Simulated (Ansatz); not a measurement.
**Deforming KTaO3**

```xyz
5
Lattice="3.9883 0.0000 0.0000 0.0000 3.9883 0.0000 0.0000 0.0000 3.9883" Properties=species:S:1:pos:R:3 pbc="T T T"
K     1.9942    1.9942    1.9942
Ta    0.0000    0.0000    0.0000
O     1.9942    0.0000    0.0000
O     0.0000    1.9942    0.0000
O     0.0000    0.0000    1.9942
```

Atoms are numbered in the order listed.

The geometry is COD entry 2102087, unchecked; take it as a test cell.

Spin–orbit coupling is left out, though it moves levels of the heavy atoms by tenths of an eV or more.

All numbers below come from Ansatz 0.2.0, DFT, LDA, all-electron PAW with datasets made for the crystal, scalar-relativistic.

Settings: a Γ-centred 5×5×5 k mesh, Fermi–Dirac smearing of 0.01 eV, cutoff 540 eV (chosen by the program for this cell), no spin polarisation.

The unchanged cell is at -5.53 GPa.

x, y and z are the Cartesian axes of the cell as listed; fractional coordinates follow a strain, and an engineering shear is twice the off-diagonal strain component.

Vzz stands for the principal value of largest size of the field-gradient tensor, whatever its axis.

No spin–orbit coupling: at heavy atoms the gradients can be off by tens of per cent for that reason.

Task: One change gave: energy change +1 meV/atom; stress change (xx, yy, zz, yz, xz, xy) 0.01, 0.01, 0.01, -0.99, -0.99, -0.99 GPa, compression positive; Vzz in 10²¹ V/m²: K1 0 → 0.18 (η = 0.00), Ta2 0 → -2.50 (η = 0.00), O3 1.68 → 1.70 (η = 0.06); gap on the k mesh 2.19 → 2.17 eV. Which change was it?
A. equal xy, yz and zx engineering shear strains of -2 %
B. equal xy, yz and zx engineering shear strains of +1 %
C. equal xy, yz and zx engineering shear strains of +3 %

Result: B. For equal xy, yz and zx engineering shear strains of -2 %: energy change +5 meV/atom; stress change (xx, yy, zz, yz, xz, xy) 0.04, 0.04, 0.04, 1.99, 1.99, 1.99 GPa, compression positive; Vzz in 10²¹ V/m²: K1 0 → -0.29 (η = 0.00), Ta2 0 → 5.02 (η = 0.00), O3 1.68 → 1.73 (η = 0.09); gap on the k mesh 2.19 → 2.11 eV. For equal xy, yz and zx engineering shear strains of +3 %: energy change +10 meV/atom; stress change (xx, yy, zz, yz, xz, xy) 0.10, 0.10, 0.10, -2.96, -2.96, -2.96 GPa, compression positive; Vzz in 10²¹ V/m²: K1 0 → 0.58 (η = 0.00), Ta2 0 → -7.46 (η = 0.00), O3 1.68 → 1.79 (η = 0.20); gap on the k mesh 2.19 → 2.11 eV.
